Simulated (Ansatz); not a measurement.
Input and output for Ba (fcc type): DFT, LDA, all-electron LAPW, scalar-relativistic (Ansatz 0.2.0). This run: fcc relaxed under pressure.

The cell comes from a relaxation on PAW files under the same functional, begun from a prototype that needn't be the stable phase.

Command: `ansatz run input.yaml --threads 1 --pin off --max-ram 3584MiB --backend cpu --events-out ev --progress --plain --runs-dir out` It took 7.6 s on 1 thread of Arm Neoverse V2, on a shared host, peak memory 0.26 GiB.

```yaml
crystal:
  lattice:
    - [0.0, 2.7958554661, 2.7958554661]
    - [2.7958554661, 0.0, 2.7958554661]
    - [2.7958554661, 2.7958554661, 0.0]
  atoms:
    - { symbol: Ba, position: [0.0, 0.0, 0.0] }
kpoints:
  mp_grid: { grid: [12, 12, 12] }
scf:
  occupations: { method: fermi_dirac, width: 0.05 }
hamiltonian:
  xc: lda
  pseudopotentials: { kind: all_electron, lapw: { basis_error: 0.0005 } }
output:
  forces: true
  stress: true
  eigenvalues: true
relax:
  f_tol: 0.005
  max_steps: 12
  cell: { p_target: 2.3, stress_tol: 0.03 }
```

Output:

```
The last accepted step is kept in <dir> (removed where the run ends without a failure and the disk answers)
LAPW: plane waves up to 5.332 Å⁻¹, error target 5.0e-4 eV per atom; small_component_spin mean_spin; Ba in spheres of 1.918 Å, 26 of its electrons in bands, Dirac shells [] (how accurate: hamiltonian.pseudopotentials.lapw.basis_error, Limitations)
Engine: ansatz 0.2.0
Pseudopotentials: kind: all_electron
Pseudopotential: Ba, LAPW, valence charge 26, lapw/all_electron/scalar/gaussian/Ba, Koelling and Harmon's equation, gaussian nucleus
Functional definition: SPW92
  exchange = slater_x
  correlation = pw_c
Crystal: 1 atoms, lattice volume = 43.709 Å³
Basis set: ecut = 108.3140548991569 eV, 113 PW (Γ), exchange–correlation at level 2
Bands: 17, of which v1, the nominal top of the filled ones, is band 13 counted from 1 (12 counted from 0)
Symmetry: 48 space group operations
Space group: Fm-3m (ITA 225), of the structure as read, at distance tolerance 3.5e-5 Å
k-points: 72 of 1728
Non-local potential: Ba, projectors of the file, none
Initial density: superposition of atomic densities (chi_scale 0.1, normalization cell)
Initial wavefunctions: plane waves of lowest kinetic energy (no species holds an atomic orbital)
Functional: x = slater, c = lda
iter 1 solved again at ethr=5.46e-6 eV; its pass at ethr=1.00e-1 eV (dr2=1.42e-3 eV) is discarded
SCF iter   1: F=—  HF=-221202.442491 eV  |F-HF|=—  |Δ(HF+E_count)|=         —  Δρ=1.57e-3  dr2=1.41e-3  ethr=5.46e-6  ⟨swp⟩=4.3  Hψ=9082  notcnv=0
preconditioner: auto → Kerker (q_TF=auto, 2.502 Å⁻¹)  [metal: Δε(μ)=0.077 eV  Ē_g=12.745 eV  σ=0.050 eV  W_gap=0.32  n_scr=14 (ndim 8)  ℏωp=15.9 eV  f_vac=0.000  D(μ)=1.83/eV (n_scr^D=14)]
SCF iter   2: F=—  HF=-221202.432106 eV  |F-HF|=—  |Δ(HF+E_count)|=   1.04e-2  Δρ=1.20e-3  dr2=7.77e-4  ethr=5.43e-6  ⟨swp⟩=2.1  Hψ=4061  notcnv=0
SCF iter   3: F=—  HF=-221202.431836 eV  |F-HF|=—  |Δ(HF+E_count)|=   2.70e-4  Δρ=7.53e-4  dr2=3.59e-4  ethr=2.99e-6  ⟨swp⟩=2.0  Hψ=3984  notcnv=0
SCF iter   4: F=—  HF=-221202.431872 eV  |F-HF|=—  |Δ(HF+E_count)|=   3.57e-5  Δρ=3.66e-4  dr2=9.92e-5  ethr=1.38e-6  ⟨swp⟩=2.0  Hψ=3984  notcnv=0
SCF iter   5: F=—  HF=-221202.431877 eV  |F-HF|=—  |Δ(HF+E_count)|=   5.39e-6  Δρ=1.13e-4  dr2=9.94e-6  ethr=3.81e-7  ⟨swp⟩=2.0  Hψ=3984  notcnv=0
iter 6 solved again at ethr=6.98e-10 eV; its pass at ethr=3.82e-8 eV (dr2=1.82e-7 eV) is discarded
SCF iter   6: F=—  HF=-221202.431877 eV  |F-HF|=—  |Δ(HF+E_count)|=   6.10e-7  Δρ=1.91e-5  dr2=1.82e-7  ethr=6.98e-10  ⟨swp⟩=2.2  Hψ=6474  notcnv=0
SCF iter   7: F=-221202.431877 eV  HF=-221202.431877 eV  |F-HF|=2.04e-10  |Δ(HF+E_count)|=   2.47e-8  Δρ=4.77e-6  dr2=2.22e-8  ethr=6.98e-10  ⟨swp⟩=2.0  Hψ=3985  notcnv=0
SCF 1 converged in 7 iterations: F = -221202.431877 eV  dr2 = 2.22e-8
relax step   1: F+E_penalty+E_count = -221202.43187674 eV  Δ(F+E_penalty+E_count) = +0.000e0 eV  max|allowed force component| = 0.000e0 eV/Å  Δτ_max = 0.0000 Å  P = +2.317 GPa  Ω = 43.709 Å³  (7 SCF iters, accepted)
Initial density: handed on by an earlier stage of this run
Initial wavefunctions: those handed on with the density
iter 1 solved again at ethr=3.30e-8 eV; its pass at ethr=1.00e-1 eV (dr2=8.58e-6 eV) is discarded
SCF iter   1: F=—  HF=-221202.431877 eV  |F-HF|=—  |Δ(HF+E_count)|=         —  Δρ=2.78e-6  dr2=6.00e-9  ethr=3.30e-8  ⟨swp⟩=8.4  Hψ=8188  notcnv=0
preconditioner: auto → Kerker (q_TF=auto, 2.502 Å⁻¹)  [metal: Δε(μ)=0.079 eV  Ē_g=12.811 eV  σ=0.050 eV  W_gap=0.33  n_scr=14 (ndim 8)  ℏωp=15.9 eV  f_vac=0.000  D(μ)=1.84/eV (n_scr^D=14)]
SCF iter   2: F=-221202.431877 eV  HF=-221202.431877 eV  |F-HF|=1.16e-10  |Δ(HF+E_count)|=   9.17e-9  Δρ=2.10e-6  dr2=3.72e-9  ethr=2.31e-11  ⟨swp⟩=2.9  Hψ=4121  notcnv=0
SCF 2 converged in 2 iterations: F = -221202.431877 eV  dr2 = 3.72e-9
relax step   2: F+E_penalty+E_count = -221202.43187674 eV  Δ(F+E_penalty+E_count) = -3.783e-10 eV  max|allowed force component| = 0.000e0 eV/Å  Δτ_max = 0.0000 Å  P = +2.317 GPa  Ω = 43.709 Å³  stress off target by 1.73e-2 GPa  SCF on the basis re-selected at this cell (its energy is not comparable with the rows above)  (2 SCF iters)
basis re-selected at this cell: Δ(F+E_penalty+E_count) = -3.783e-10 eV, ΔP = +0.000 GPa vs the last step (what re-selecting the basis moved, after the strain that the cell walked since its last selection, with what the two solves' SCF thresholds leave and, on support functions, any second-order correction that the steps lacked; it is no measure of the basis error at this ecutwfc). This SCF's stress stands 1.73e-2 GPa from its target on what of the cell is left free (relax.cell.stress_tol is 3.00e-2 GPa) and its largest allowed force component is 0.00e0 eV/Å (relax.f_tol is 5.00e-3 eV/Å): within both
SCF converged after 2 iterations
Free energy (F): -221202.431877 eV
Harris-Foulkes:  -221202.431877 eV  (|F-HF|=1.16e-10)
Internal energy: -221202.417323 eV  (E = F + TS)
E sigma→0 (E₀):  -221202.424600 eV
Entropy (-TS):   -0.014554 eV (-14.554 meV/atom)
Fermi energy:    11.475630 eV
--- Per-component energies (eV) ---
  E_band       = -1728.005023
  E_kinetic    = 235637.643545
  E_xc         = -5222.796851
  E_electrostatic = -451617.264017  (all electrons and nuclei)
  E_smearing   = -0.014554  (= −TS)
  E_closure    = 0.000000  (closes the sum)
  E_atoms      = -221200.265002  (free atoms, spherical and without spin; not in F)
  Σ components = -221202.431877   (vs F -221202.431877, Δ=0.00e0)
  Basis errors (estimates in eV, not in F): energy 1.4e-4 per atom: plane waves 1.4e-4 (7.5e-5 summed), levels above the bands 4.5e-37, relativity 2.0e-9, radial functions 3.7e-6, core shells 1.6e-7; eigenvalues (radial functions only) 1.9e-7; not estimated: angular momenta, meshes, grids; target (lapw.basis_error) 5.0e-4; muffin-tin radii Ba 1.918 Å
--- Forces (eV/Å), atoms counted from 1 ---
  atom   1  Ba    -0.00000000     0.00000000     0.00000000
  max |Σ_I F_I| component: 1.60e-31 eV/Å
--- Stress (GPa, compression-positive) ---
        2.317322       0.000000       0.000000
        0.000000       2.317322       0.000000
        0.000000       0.000000       2.317322
  P = ⅓ Tr σ = 2.3173 GPa (23.173 kbar)
--- Band table (eV; the first three rows and the last of 72) ---
  k-point 0: bands = ["-163.3041", "-163.3041", "-163.3041", "-72.4343", "-72.4343", "-72.4343", "-72.4325", "-72.4325", "-16.9364", "-1.4071", "-1.4071", "-1.4071", "8.7507", "13.6275", "13.6275", "13.6275", "16.0058"]
  k-point 1: bands = ["-163.3041", "-163.3041", "-163.3041", "-72.4343", "-72.4343", "-72.4343", "-72.4325", "-72.4325", "-16.9245", "-1.5153", "-1.4192", "-1.4192", "8.9494", "13.3690", "13.7077", "13.7077", "15.7869"]
  k-point 2: bands = ["-163.3041", "-163.3041", "-163.3041", "-72.4343", "-72.4343", "-72.4343", "-72.4325", "-72.4325", "-16.8916", "-1.7968", "-1.4518", "-1.4518", "9.4636", "12.9446", "13.8630", "13.8630", "15.5004"]
  k-point 71: bands = ["-163.3041", "-163.3041", "-163.3041", "-72.4343", "-72.4343", "-72.4342", "-72.4325", "-72.4325", "-16.6915", "-2.3190", "-2.3190", "-1.9346", "11.3140", "12.6432", "12.6432", "14.2852", "17.7334"]
--- Relaxed structure (1 steps of the walk, 1 accepted, 1 SCFs on fresh bases) ---
  F+E_penalty+E_count = -221202.43187674 eV   max|allowed force component| = 0.000e0 eV/Å   (the final SCF, on the basis selected at the relaxed cell)
  cell:  # Å, volume = 43.7093 Å³
    - [0.0, 2.7958554661, 2.7958554661]
    - [2.7958554661, 0.0, 2.7958554661]
    - [2.7958554661, 2.7958554661, 0.0]
  atoms:
    - { symbol: Ba, position: [0.0, 0.0, 0.0] }
```

Next run (bcc relaxed under pressure), as changes to the input before:

```diff
   lattice:
-    - [0.0, 2.7958554661, 2.7958554661]
-    - [2.7958554661, 0.0, 2.7958554661]
-    - [2.7958554661, 2.7958554661, 0.0]
+    - [-2.2380084395, 2.2380084395, 2.2380084395]
+    - [2.2380084395, -2.2380084395, 2.2380084395]
+    - [2.2380084395, 2.2380084395, -2.2380084395]
   atoms:
```

Command: `ansatz run input.yaml --threads 1 --pin off --max-ram 3584MiB --backend cpu --events-out ev --progress --plain --runs-dir out` It took 7.2 s on 1 thread of Arm Neoverse V2, on a shared host, peak memory 0.24 GiB.

Results part of the output:

```
basis re-selected at this cell: Δ(F+E_penalty+E_count) = -1.397e-9 eV, ΔP = +0.000 GPa vs the last step (what re-selecting the basis moved, after the strain that the cell walked since its last selection, with what the two solves' SCF thresholds leave and, on support functions, any second-order correction that the steps lacked; it is no measure of the basis error at this ecutwfc). This SCF's stress stands 3.43e-3 GPa from its target on what of the cell is left free (relax.cell.stress_tol is 3.00e-2 GPa) and its largest allowed force component is 0.00e0 eV/Å (relax.f_tol is 5.00e-3 eV/Å): within both
SCF converged after 2 iterations
Free energy (F): -221202.452750 eV
Harris-Foulkes:  -221202.452750 eV  (|F-HF|=5.53e-10)
Internal energy: -221202.444185 eV  (E = F + TS)
E sigma→0 (E₀):  -221202.448467 eV
Entropy (-TS):   -0.008565 eV (-8.565 meV/atom)
Fermi energy:    11.163221 eV
--- Per-component energies (eV) ---
  E_band       = -1737.977775
  E_kinetic    = 235637.763646
  E_xc         = -5222.614513
  E_electrostatic = -451617.593318  (all electrons and nuclei)
  E_smearing   = -0.008565  (= −TS)
  E_closure    = 0.000000  (closes the sum)
  E_atoms      = -221200.265002  (free atoms, spherical and without spin; not in F)
  Σ components = -221202.452750   (vs F -221202.452750, Δ=0.00e0)
  Basis errors (estimates in eV, not in F): energy 1.8e-4 per atom: plane waves 1.6e-4 (9.0e-5 summed), levels above the bands 5.6e-35, relativity 2.1e-9, radial functions 1.7e-5, core shells 2.9e-7; eigenvalues (radial functions only) 3.2e-7; not estimated: angular momenta, meshes, grids; target (lapw.basis_error) 5.0e-4; muffin-tin radii Ba 1.880 Å
--- Forces (eV/Å), atoms counted from 1 ---
  atom   1  Ba    -0.00000000     0.00000000    -0.00000000
  max |Σ_I F_I| component: 2.55e-31 eV/Å
--- Stress (GPa, compression-positive) ---
        2.303428       0.000000       0.000000
        0.000000       2.303428       0.000000
        0.000000       0.000000       2.303428
  P = ⅓ Tr σ = 2.3034 GPa (23.034 kbar)
--- Band table (eV; the first three rows and the last of 72) ---
  k-point 0: bands = ["-163.6941", "-163.6941", "-163.6941", "-72.8273", "-72.8273", "-72.8273", "-72.8193", "-72.8193", "-17.3126", "-1.8241", "-1.8241", "-1.8241", "8.3945", "13.3044", "13.3044", "13.3044", "15.3034"]
  k-point 1: bands = ["-163.6941", "-163.6941", "-163.6941", "-72.8273", "-72.8272", "-72.8272", "-72.8193", "-72.8193", "-17.3010", "-1.9240", "-1.8522", "-1.8255", "8.5971", "13.1273", "13.2026", "13.4875", "14.8948"]
  k-point 2: bands = ["-163.6941", "-163.6941", "-163.6941", "-72.8273", "-72.8272", "-72.8272", "-72.8193", "-72.8193", "-17.2691", "-2.1840", "-1.9277", "-1.8292", "9.1273", "12.7346", "12.8456", "14.0204", "14.6859"]
  k-point 71: bands = ["-163.6941", "-163.6941", "-163.6941", "-72.8271", "-72.8271", "-72.8271", "-72.8194", "-72.8194", "-17.0115", "-2.6810", "-2.6810", "-2.6810", "10.0340", "10.0340", "16.4558", "16.4558", "16.4558"]
--- Relaxed structure (1 steps of the walk, 1 accepted, 1 SCFs on fresh bases) ---
  F+E_penalty+E_count = -221202.45275021 eV   max|allowed force component| = 0.000e0 eV/Å   (the final SCF, on the basis selected at the relaxed cell)
  cell:  # Å, volume = 44.8379 Å³
    - [-2.2380084395, 2.2380084395, 2.2380084395]
    - [2.2380084395, -2.2380084395, 2.2380084395]
    - [2.2380084395, 2.2380084395, -2.2380084395]
  atoms:
    - { symbol: Ba, position: [0.0, 0.0, 0.0] }
```

Next run (hcp relaxed under pressure), as changes to the input before:

```diff
   lattice:
-    - [-2.2380084395, 2.2380084395, 2.2380084395]
-    - [2.2380084395, -2.2380084395, 2.2380084395]
-    - [2.2380084395, 2.2380084395, -2.2380084395]
+    - [3.9955106787, 0.0, 0.0]
+    - [-1.9977553394, 3.4602137488, 0.0]
+    - [0.0, 0.0, 6.2288122045]
   atoms:
-    - { symbol: Ba, position: [0.0, 0.0, 0.0] }
+    - { symbol: Ba, position: [0.3333333333, 0.6666666667, 0.25] }
+    - { symbol: Ba, position: [0.6666666667, 0.3333333333, 0.75] }
 kpoints:
-  mp_grid: { grid: [12, 12, 12] }
+  mp_grid: { grid: [11, 11, 6] }
 scf:
```

Command: `ansatz run input.yaml --threads 1 --pin off --max-ram 3584MiB --backend cpu --events-out ev --progress --plain --runs-dir out` It took 23 s on 1 thread of Arm Neoverse V2 (shared host), peak memory 0.34 GiB.

Results part of the output:

```
basis re-selected at this cell: Δ(F+E_penalty+E_count) = -1.222e-9 eV, ΔP = +0.000 GPa vs the last step (what re-selecting the basis moved, after the strain that the cell walked since its last selection, with what the two solves' SCF thresholds leave and, on support functions, any second-order correction that the steps lacked; it is no measure of the basis error at this ecutwfc). This SCF's stress stands 2.87e-2 GPa from its target on what of the cell is left free (relax.cell.stress_tol is 3.00e-2 GPa) and its largest allowed force component is 1.91e-17 eV/Å (relax.f_tol is 5.00e-3 eV/Å): within both
SCF converged after 2 iterations
Free energy (F): -442404.881357 eV
Harris-Foulkes:  -442404.881357 eV  (|F-HF|=1.28e-9)
Internal energy: -442404.867340 eV  (E = F + TS)
E sigma→0 (E₀):  -442404.874348 eV
Entropy (-TS):   -0.014017 eV (-7.009 meV/atom)
Fermi energy:    11.732623 eV
--- Per-component energies (eV) ---
  E_band       = -3445.582945
  E_kinetic    = 471275.175687
  E_xc         = -10445.784975
  E_electrostatic = -903234.258052  (all electrons and nuclei)
  E_smearing   = -0.014017  (= −TS)
  E_closure    = 0.000000  (closes the sum)
  E_atoms      = -442400.530005  (free atoms, spherical and without spin; not in F)
  Σ components = -442404.881357   (vs F -442404.881357, Δ=0.00e0)
  Basis errors (estimates in eV, not in F): energy 1.6e-4 per atom: plane waves 1.5e-4 (8.3e-5 summed), levels above the bands 8.1e-27, relativity 1.8e-9, radial functions 6.2e-6, core shells 2.9e-7; eigenvalues (radial functions only) 2.6e-7; not estimated: angular momenta, meshes, grids; target (lapw.basis_error) 5.0e-4; muffin-tin radii Ba 1.880 Å
[... lines left out ...]
        2.294189       0.000000       0.000000
        0.000000       2.294189       0.000000
        0.000000       0.000000       2.328750
  P = ⅓ Tr σ = 2.3057 GPa (23.057 kbar)
--- Band table (eV; the first three rows and the last of 64) ---
  k-point 0: bands = ["-163.1004", "-163.1004", "-163.1001", "-163.1001", "-163.1001", "-163.1001", "-72.2307", "-72.2306", "-72.2297", "-72.2297", "-72.2296", "-72.2296", "-72.2290", "-72.2290", "-72.2290", "-72.2290", "-16.7479", "-16.5176", "-2.6897", "-1.4360", "-1.4360", "-1.2083", "-1.2083", "-1.1348", "8.9645", "10.5020", "13.6732", "13.6732", "14.0467", "14.4075", "14.4075", "14.6153"]
  k-point 1: bands = ["-163.1004", "-163.1004", "-163.1001", "-163.1001", "-163.1001", "-163.1001", "-72.2307", "-72.2306", "-72.2297", "-72.2297", "-72.2296", "-72.2296", "-72.2290", "-72.2290", "-72.2290", "-72.2290", "-16.7330", "-16.5336", "-2.5995", "-1.4211", "-1.4211", "-1.2579", "-1.2239", "-1.2239", "9.1808", "10.5468", "13.5818", "13.5818", "13.8581", "14.2180", "14.2180", "14.2181"]
  k-point 2: bands = ["-163.1004", "-163.1004", "-163.1001", "-163.1001", "-163.1001", "-163.1001", "-72.2307", "-72.2307", "-72.2297", "-72.2297", "-72.2296", "-72.2296", "-72.2290", "-72.2290", "-72.2290", "-72.2290", "-16.6920", "-16.5769", "-2.3452", "-1.5762", "-1.3802", "-1.3802", "-1.2664", "-1.2664", "9.7346", "10.5867", "13.4263", "13.5048", "13.5120", "13.5120", "13.8729", "13.8729"]
  k-point 63: bands = ["-163.1004", "-163.1004", "-163.1001", "-163.1001", "-163.1001", "-163.1001", "-72.2306", "-72.2306", "-72.2297", "-72.2297", "-72.2297", "-72.2297", "-72.2290", "-72.2290", "-72.2290", "-72.2290", "-16.5120", "-16.5120", "-2.4023", "-2.4023", "-1.9818", "-1.9818", "-1.3872", "-1.3872", "11.5621", "11.5621", "12.2363", "12.2363", "13.2974", "13.2974", "14.7023", "14.7023"]
--- Relaxed structure (1 steps of the walk, 1 accepted, 1 SCFs on fresh bases) ---
  F+E_penalty+E_count = -442404.88135672 eV   max|allowed force component| = 1.908e-17 eV/Å   (the final SCF, on the basis selected at the relaxed cell)
  cell:  # Å, volume = 86.1153 Å³
    - [3.995510678673324, 2.8867480726371945e-11, 0.0]
    - [-1.9977553393616623, 3.4602137488086684, 0.0]
    - [0.0, 0.0, 6.2288122045]
  atoms:
    - { symbol: Ba, position: [0.33333333333333326, 0.6666666666666666, 0.25] }
    - { symbol: Ba, position: [0.6666666666666665, 0.3333333333333333, 0.75] }
```

Next run (omega relaxed under pressure), as changes to the input before:

```diff
   lattice:
-    - [3.9955106787, 0.0, 0.0]
-    - [-1.9977553394, 3.4602137488, 0.0]
-    - [0.0, 0.0, 6.2288122045]
+    - [6.3384852311, 0.0, 0.0]
+    - [-3.1692426155, 5.4892892316, 0.0]
+    - [0.0, 0.0, 3.7942855767]
   atoms:
-    - { symbol: Ba, position: [0.3333333333, 0.6666666667, 0.25] }
-    - { symbol: Ba, position: [0.6666666667, 0.3333333333, 0.75] }
+    - { symbol: Ba, position: [0.0, 0.0, 0.0] }
+    - { symbol: Ba, position: [0.3333333333, 0.6666666667, 0.5] }
+    - { symbol: Ba, position: [0.6666666667, 0.3333333333, 0.5] }
 kpoints:
-  mp_grid: { grid: [11, 11, 6] }
+  mp_grid: { grid: [6, 6, 8] }
 scf:
```

Command: `ansatz run input.yaml --threads 1 --pin off --max-ram 3584MiB --backend cpu --events-out ev --progress --plain --runs-dir out` It took 33 s on 1 thread of Arm Neoverse V2, on a shared host, peak memory 0.36 GiB.

Results part of the output:

```
basis re-selected at this cell: Δ(F+E_penalty+E_count) = -2.049e-8 eV, ΔP = +0.000 GPa vs the last step (what re-selecting the basis moved, after the strain that the cell walked since its last selection, with what the two solves' SCF thresholds leave and, on support functions, any second-order correction that the steps lacked; it is no measure of the basis error at this ecutwfc). This SCF's stress stands 1.98e-3 GPa from its target on what of the cell is left free (relax.cell.stress_tol is 3.00e-2 GPa) and its largest allowed force component is 2.31e-18 eV/Å (relax.f_tol is 5.00e-3 eV/Å): within both
SCF converged after 2 iterations
Free energy (F): -663607.186220 eV
Harris-Foulkes:  -663607.186220 eV  (|F-HF|=8.15e-10)
Internal energy: -663607.137882 eV  (E = F + TS)
E sigma→0 (E₀):  -663607.162051 eV
Entropy (-TS):   -0.048338 eV (-16.113 meV/atom)
Fermi energy:    11.403205 eV
--- Per-component energies (eV) ---
  E_band       = -6550.164604
  E_kinetic    = 706912.737151
  E_xc         = -15668.336173
  E_electrostatic = -1354851.538859  (all electrons and nuclei)
[... lines left out ...]
  k-point 1: bands = ["-226.1000", "-226.1000", "-225.9524", "-163.4829", "-163.4829", "-163.4829", "-163.4829", "-163.4816", "-163.4816", "-163.3441", "-163.3296", "-163.3296", "-72.6162", "-72.6161", "-72.6138", "-72.6138", "-72.6137", "-72.6137", "-72.6093", "-72.6093", "-72.6093", "-72.6093", "-72.4739", "-72.4651", "-72.4651", "-72.4562", "-72.4562", "-17.0984", "-16.8687", "-16.7876", "-2.6768", "-2.6768", "-2.2889", "-2.2889", "-1.9923", "-1.6986", "-1.6470", "-1.5414", "-1.5414", "8.9755", "11.1463", "12.0910", "12.0910", "12.2934", "12.2934", "12.8000", "13.5547", "14.0017", "14.0017", "14.4674", "14.4674"]
  k-point 2: bands = ["-226.1000", "-226.1000", "-225.9524", "-163.4829", "-163.4829", "-163.4829", "-163.4829", "-163.4816", "-163.4816", "-163.3441", "-163.3296", "-163.3296", "-72.6161", "-72.6160", "-72.6138", "-72.6138", "-72.6137", "-72.6137", "-72.6093", "-72.6093", "-72.6093", "-72.6093", "-72.4738", "-72.4652", "-72.4652", "-72.4562", "-72.4562", "-17.0570", "-16.8366", "-16.7611", "-2.6218", "-2.6218", "-2.3547", "-2.1718", "-2.1718", "-2.0518", "-2.0438", "-1.5801", "-1.5801", "9.7397", "11.2966", "11.2966", "11.7807", "11.7807", "12.0961", "13.9065", "13.9065", "14.1054", "14.1054", "14.2462", "14.6195"]
  k-point 34: bands = ["-226.1000", "-226.1000", "-225.9524", "-163.4829", "-163.4829", "-163.4829", "-163.4829", "-163.4816", "-163.4816", "-163.3441", "-163.3296", "-163.3296", "-72.6160", "-72.6160", "-72.6138", "-72.6137", "-72.6137", "-72.6136", "-72.6094", "-72.6093", "-72.6093", "-72.6093", "-72.4737", "-72.4652", "-72.4652", "-72.4562", "-72.4562", "-16.8949", "-16.8949", "-16.7238", "-2.9422", "-2.7263", "-2.7263", "-2.2646", "-2.1424", "-2.1424", "-1.8367", "-1.8367", "-1.5678", "10.1017", "11.3996", "11.3996", "11.8259", "11.8259", "12.0267", "12.8823", "12.8823", "13.5089", "13.5089", "14.4343", "15.0611"]
--- Relaxed structure (1 steps of the walk, 1 accepted, 1 SCFs on fresh bases) ---
  F+E_penalty+E_count = -663607.18621966 eV   max|allowed force component| = 2.313e-18 eV/Å   (the final SCF, on the basis selected at the relaxed cell)
  cell:  # Å, volume = 132.0175 Å³
    - [6.338485231073974, -2.8867432836664264e-11, 0.0]
    - [-3.169242615511987, 5.489289231636973, 0.0]
    - [0.0, 0.0, 3.7942855767]
  atoms:
    - { symbol: Ba, position: [0.0, 0.0, 0.0] }
    - { symbol: Ba, position: [0.3333333333333333, 0.6666666666666666, 0.49999999999999994] }
    - { symbol: Ba, position: [0.6666666666666667, 0.33333333333333337, 0.49999999999999994] }
```

Spin–orbit coupling is left out, which matters for the heavy atoms.
